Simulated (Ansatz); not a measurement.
CdSe:
Space group P6₃mc (No. 186); a = 4.3402 Å, b = 4.3402 Å, c = 7.0777 Å, α = 90.00°, β = 90.00°, γ = 120.00°

```tsv
atom	site	symmetry	x	y	z
Cd	2b	3m.	0.6667	0.3333	0.0006
Se	2b	3m.	0.3333	0.6667	0.1246
```

Relaxed with r²SCAN. DFT-r²SCAN in the program Ansatz with PAW potentials gives a gap of 1.10 eV.

**Question.** What gap does HSE06 give on the same cell (Ansatz, PAW)?

**Answer.** 1.54 eV, 0.44 eV more. The hybrid was solved on a coarser mesh and at special points; its gap is the smallest among all of these.

| k | v1 r²SCAN | c1 r²SCAN | v1 HSE06 | c1 HSE06 |
|---|---|---|---|---|
| Γ | 0.00 | 1.10 | 0.00 | 1.54 |
| A | -0.38 | 2.79 | ___ | ___ |
| K | -1.63 | 4.56 | -1.73 | 5.09 |
| H | -1.08 | 4.20 | ___ | ___ |
| M | -0.73 | 3.63 | ___ | ___ |
| L | -1.30 | 3.34 | ___ | ___ |

**Question.** Top valence (v1) and lowest conduction level (c1) in eV from each method's valence maximum (which need not be a listed point): supply the withheld HSE06 values.

**Answer.** 
- A, v1 HSE06: -0.41
- A, c1 HSE06: 3.28
- L, v1 HSE06: -1.38
- L, c1 HSE06: 3.85
- M, v1 HSE06: -0.78
- M, c1 HSE06: 4.17
- H, v1 HSE06: -1.14
- H, c1 HSE06: 4.74

Cost on shared cores: the r²SCAN run (SCF on a 7×7×4 mesh, then bands and DOS) around 110 core-seconds (rough), the HSE06 run (SCF on 6×6×3, then a few points) very roughly 5 core-minutes; the tasks are unlike.

Space group P6_3mc (wurtzite). Symmetry was held in the r²SCAN relaxation; of distortions, only those at the zone centre were tested. Spin–orbit coupling is left out wherever it is not named.

Potentials: the later of the program's two PAW sets.
